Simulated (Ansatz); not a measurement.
**Stability checks on a candidate for Ta₃TiN₄**

The cell was found from a structure generator's guess, not taken from experiment.

Computed with DFT PBE, scalar-relativistic, plane waves, PAW in Ansatz. Cutoff 420 eV, Γ-centred 12×12×4 mesh (8-atom cell), Gaussian smearing of 0.10 eV, collinear spin.

```cif
data_structure
_symmetry_space_group_name_H-M 'P-6m2'
_symmetry_Int_Tables_number 187
_cell_length_a 2.9427
_cell_length_b 2.9427
_cell_length_c 11.3826
_cell_angle_alpha 90.000
_cell_angle_beta 90.000
_cell_angle_gamma 120.000
_cell_volume 85.36
loop_
_atom_site_label
_atom_site_type_symbol
_atom_site_symmetry_multiplicity
_atom_site_Wyckoff_symbol
_atom_site_fract_x
_atom_site_fract_y
_atom_site_fract_z
_atom_site_occupancy
Ti1 Ti 1 b 0.00000 0.00000 0.50000 1
Ta1 Ta 1 a 0.00000 0.00000 0.00000 1
Ta2 Ta 2 g 0.00000 0.00000 0.25496 1
N1 N 2 i 0.66667 0.33333 0.87328 1
N2 N 2 i 0.66667 0.33333 0.37788 1
```

Energies over the elements count from the elements' standard structures at the same level (N₂ as a molecule), with no fitted energy shifts.

**Question.** These tests were run: energy against the elements; random kick, then relaxation without symmetry; phonons on a 3×3×1 q mesh; elastic tensor. What do they show?

**Answer.**

```
                                         test                         result
                  energy against the elements                  −1.20 eV/atom
random kick, then relaxation without symmetry                        returns
                    phonons on a 3×3×1 q mesh  no imaginary mode on the mesh
                               elastic tensor       least eigenvalue 181 GPa
```

It fails none of these tests. Other phases of the system weren't compared here, so this isn't yet thermodynamic stability.

Spin–orbit coupling, which can matter for Ta, is left out. The kick test ran on a coarse mesh. The run for the phonons used a 12×12×4 k mesh and Fermi–Dirac smearing of 0.15 eV. The run for the elastic tensor used a 12×12×4 k mesh and Fermi–Dirac smearing of 0.15 eV.
